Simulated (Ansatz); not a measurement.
The start is a relaxed KBr cell, doubled along one cell vector, shaken by Gaussian noise of σ = 0.08 Å a coordinate. A full variable-cell relaxation at zero pressure is run with PBEsol (plane waves to 420 eV, PAW, scalar-relativistic; Ansatz, a first-principles code). The first steps use a coarse 3×6×6 k-mesh.

Input geometry:
```
CELL_PARAMETERS angstrom
      0.00000     6.54889     6.54889
      3.27444     0.00000     3.27444
      3.27444     3.27444     0.00000
ATOMIC_POSITIONS crystal
  Br 0.01008 0.99517 0.00626
  Br 0.48779 0.01625 0.99930
  K  0.24708 0.50939 0.49443
  K  0.75309 0.50682 0.49388
```

```json
{
 "Shortest distances (start → end)": "The closest pairs of elements (up to four, under 3.6 Å), start → end: Br–K 3.15 → 3.28 Å",
 "band_gap_at_the_end": "4.34 eV, direct at Γ (no spin-orbit coupling)",
 "optimiser_moves": "2"
}
```

Relaxed structure:

Space group Fm-3m (No. 225); a = 6.5513 Å, b = 6.5513 Å, c = 6.5513 Å, α = 90.00°, β = 90.00°, γ = 90.00°

```
atom  site  symmetry       x       y       z
----  ----  --------  ------  ------  ------
Br      4b      m-3m  0.5000  0.5000  0.5000
K       4a      m-3m  0.0000  0.0000  0.0000
```
(The calculation used a cell of 2 atoms; values per cell refer to that cell.)

Final values are on a 9×9×9 k-mesh of the relaxed cell. No spin polarisation in the result.
